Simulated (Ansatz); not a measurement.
Here is an unrelaxed guess for MgCd3Te4.

```yaml
crystal:
  lattice:
    - [4.31514, 0.00000, 0.00000]
    - [0.00000, 4.31514, 0.00000]
    - [0.00000, 0.00000, 12.20505]
  atoms:
    - { symbol: Mg, position: [0.00000, 0.00000, 0.50000] }
    - { symbol: Cd, position: [0.00000, 0.00000, 0.00000] }
    - { symbol: Cd, position: [0.50000, 0.50000, 0.25000] }
    - { symbol: Cd, position: [0.50000, 0.50000, 0.75000] }
    - { symbol: Te, position: [0.50000, 0.00000, 0.37500] }
    - { symbol: Te, position: [0.00000, 0.50000, 0.62500] }
    - { symbol: Te, position: [0.50000, 0.00000, 0.87500] }
    - { symbol: Te, position: [0.00000, 0.50000, 0.12500] }
```

The calculation used DFT PBE, scalar-relativistic, plane waves, PAW (Ansatz 0.2.0). Settings: cutoff 420 eV, Γ-centred mesh 4×4×2 on the computed 8-atom cell, Gaussian smearing of 0.10 eV; no spin polarisation.

The zero of energy is the elements' standard structures at the same level; no fitted shifts are applied.

Q: How far from equilibrium is it?

A: The pressure is 14.0 GPa (the mean over three directions, positive in compression), the largest force is 0.68 eV/Å, and the energy is −0.29 eV/atom against the elements. The shortest distance is 2.64 Å.

Q: Is it a good guess?

A: A rough one: relaxing gains about 0.27 eV/atom in 9 ionic steps and ends at −0.566 eV/atom on the finer mesh. The symmetry stays P-4m2 (No. 115). The volume per atom grows by 26.0 %, from 28.4 to 35.8 Å³. The shortest distance goes from 2.64 Å (Cd–Te and Mg–Te) to 2.82 Å (Mg–Te). Conventional cell: a = 4.670 Å, c = 13.134 Å. Mg has 4 Te at 2.82 Å; around Cd on a site of symmetry -4m2 lie 4 Te at 2.86 Å; around Te on its first site lie 2 Mg at 2.82 Å and 2 Cd at 2.87 Å; 2 more sites not described.

The last run used a 6×6×2 mesh (in the run's order of axes) for its 8-atom cell and Gaussian smearing of 0.02 eV. These runs have no spin–orbit coupling, which can matter for Te. The reference form of Te is held partly by dispersion forces, which this level lacks. The relaxation can't lower the symmetry of the start, and the grade says only how near the guess is to its own end. Symmetry constrained the relaxation, so the result can be a saddle point.
